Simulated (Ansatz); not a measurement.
In₂Se₃ (P-3m1): electronic heat capacity and spin susceptibility from the density of states

Method: DFT PBEsol+D3(BJ), scalar-relativistic, plane waves, PAW in Ansatz 0.2.0.

Plane waves to 420 eV, a k mesh through Γ of 10×10×4 on the computed 5-atom cell and Gaussian smearing (0.10 eV); no spin polarisation.

Relaxed cell: P-3m1, a = 3.908 Å, b = 3.908 Å, c = 9.038 Å, α = 90.00°, β = 90.00°, γ = 120.00°, 5 atoms in the primitive cell. Whether it is the stable form of this composition wasn't checked.

The density of states at the Fermi level is 0.844 states/eV in the cell of 5 atoms (1 formula unit; both spins, tetrahedra on a 15×15×6 mesh).

What Sommerfeld coefficient and Pauli susceptibility does this give?

Per formula unit N(E_F) = 0.844 states/eV. γ = (π²/3) k_B² N(E_F) N_A = 2.357 mJ/(mol K²) per state/eV, so γ = 2.0 mJ/(mol K²), a mole of formula units. χ_P = μ_B² N(E_F) N_A = 3.23×10⁻⁵ emu/mol per state/eV gives 2.7×10⁻⁵ emu/mol. This is the bare band result: a measured γ of the same phase is as a rule larger by a factor 1 + λ from phonons and spin fluctuations, the spin part of χ is larger by the Stoner factor, and a measured χ also holds orbital and core terms. N(E_F) at one energy is sensitive to the mesh where the density of states has sharp peaks.

Cost: 1 run of about 4.1 core-minutes, on Intel Xeon Platinum 8375C (Ice Lake) (shared hosts).